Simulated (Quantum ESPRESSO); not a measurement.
# Kohn-Sham bands of CsHgF$_{3}$ (cubic perovskite)

```
CsHgF3
1.0
    4.59545     0.00000     0.00000
    0.00000     4.59545     0.00000
    0.00000     0.00000     4.59545
Cs Hg F
1 1 3
Direct
  0.00000   0.00000   0.00000
  0.50000   0.50000   0.50000
  0.00000   0.50000   0.50000
  0.50000   0.00000   0.50000
  0.50000   0.50000   0.00000
```

Cell from Materials Project (mp-561947), symmetrised, no further relaxation. COD (Crystallography Open Database) records the formula in this space group. Ideal cubic forms of this type are often high-temperature phases that distort on cooling; symmetry holds the cell here, and its stability was not tested. Computed values, not measurements, from PBEsol: Quantum ESPRESSO (norm-conserving PseudoDojo potentials, cutoff 68 Ry, no spin polarisation, no spin-orbit coupling) on a Γ-centred 6×6×6 mesh, then Wannier90. Density: 8×8×8 mesh, Gaussian smearing 0.01 Ry. Spin-orbit coupling is left out although heavy elements are present.

**Question.** List the Kohn-Sham levels between −8 and 3.5 eV relative to the valence-band maximum at the high-symmetry points, as a band run of pw.x on that density gives them (levels within 2 meV counted together).

**Answer.** 
| point | k (reciprocal lattice) | levels (eV) |
|---|---|---|
| Γ | 0.000 0.000 0.000 | -5.96 (×3), -4.36 (×3), -3.88 (×2), -3.59 (×3), -2.27 (×3), -2.02 (×3), 0.54 |
| X | 0.000 0.500 0.000 | -6.28, -5.88 (×2), -5.80, -4.48 (×2), -4.35, -3.88, -3.69 (×2), -2.66, -2.39, -2.31 (×2), -2.00, -1.80 (×2), 3.13 |
| M | 0.500 0.500 0.000 | -6.16, -6.12 (×2), -6.05, -5.64, -5.04, -4.71 (×2), -3.54, -3.07, -2.15 (×2), -1.99, -1.94 (×2), -1.92, 0.00 |
| R | 0.500 0.500 0.500 | -6.49 (×3), -6.16 (×2), -5.92, -4.51 (×3), -1.91 (×3), -1.62 (×3), 0.00 (×2) |
